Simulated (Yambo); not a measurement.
K3CoF6 (space group Fm-3m, No. 225), G0W0@LDA in Yambo (2×2×2 mesh, plasmon pole; 8 Ry block, no terminator). The number N of bands in W and G is varied.

```csv
N,x = 1/N,gap X → X (eV),shift of the valence edge (eV)
121,0.00826,5.068,-1.027
173,0.00578,4.971,-1.066
237,0.00422,4.956,-1.118
303,0.00330,?,?
```

Problem. Basis-set arguments suggest E = E∞ + A x. Fix A and E∞ from the two rows above the withheld one, predict the row at 303 bands, and test the form.

Solution. Gap: A = (4.956 − (4.971))/(0.00422 − 0.00578) = 9.62, E∞ = 4.915 eV, so 4.947 eV is predicted; the run gave 4.954 eV (miss 7 meV). The first two rows have slope 39.1, so the form doesn't hold yet over the whole range. Shift: A = (-1.118 − (-1.066))/(0.00422 − 0.00578) = 33.3, E∞ = -1.259 eV, so -1.149 eV is predicted; the run gave -1.150 eV (miss 1 meV). The first two rows have slope 15.7, so the form doesn't hold yet over the whole range. The other settings are held fixed.

Geometry of the Materials Project entry, not relaxed at this level; primitive cell a = 6.048 Å, b = 6.048 Å, c = 6.048 Å, α = 60.00°, β = 60.00°, γ = 60.00°.

The structure is a Materials Project entry; no match was found in the copy of COD used, and its stability was not checked.

The runs are not spin-polarised; magnetic order was not tried.

A shift is the quasiparticle energy of the state minus its LDA energy.
